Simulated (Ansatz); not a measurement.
Space group Pm-3m (No. 221). a = 3.879 Å, b = 3.879 Å, c = 3.879 Å, α = 90.00°, β = 90.00°, γ = 90.00°
| atom | site | symmetry | x | y | z |
| --- | --- | --- | --- | --- | --- |
| Ti | 1a | m-3m | 0.0000 | 0.0000 | 0.0000 |
| Zn | 3c | 4/mm.m | 0.0000 | 0.5000 | 0.5000 |

Equation of state of this TiZn$_{3}$ structure (not necessarily the ground state), with shape and atoms relaxed at each volume where symmetry leaves them free. It has no gap at any of these volumes. Level of theory: DFT r2SCAN, scalar-relativistic, plane waves, PAW in Ansatz.

Plane waves to 500 eV, a k mesh through Γ of 10×10×10 on the computed 4-atom cell and Gaussian smearing (0.10 eV); no spin polarisation.

| V (Å³/atom) | E − E(largest V) (meV/atom) | P (GPa) |
| --- | --- | --- |
| 13.712 | 3.73 | 8.01 |
| 14.149 | -11.99 | 3.66 |
| 14.587 | -16.77 | -0.02 |
| 15.025 | -12.30 | -3.13 |
| 15.462 | 0.00 | -5.77 |

Question: Fit a third-order Birch–Murnaghan equation to E(V).

Answer: V0 = 14.58 Å³/atom, B0 = 113 GPa, B0' = 4.6.

Spin polarisation was left out, and a magnetic state may lie lower.

Cost: 5 runs of about 2 core-minutes in all, on Intel Xeon Platinum 8259CL (Skylake/Cascade Lake) (shared hosts).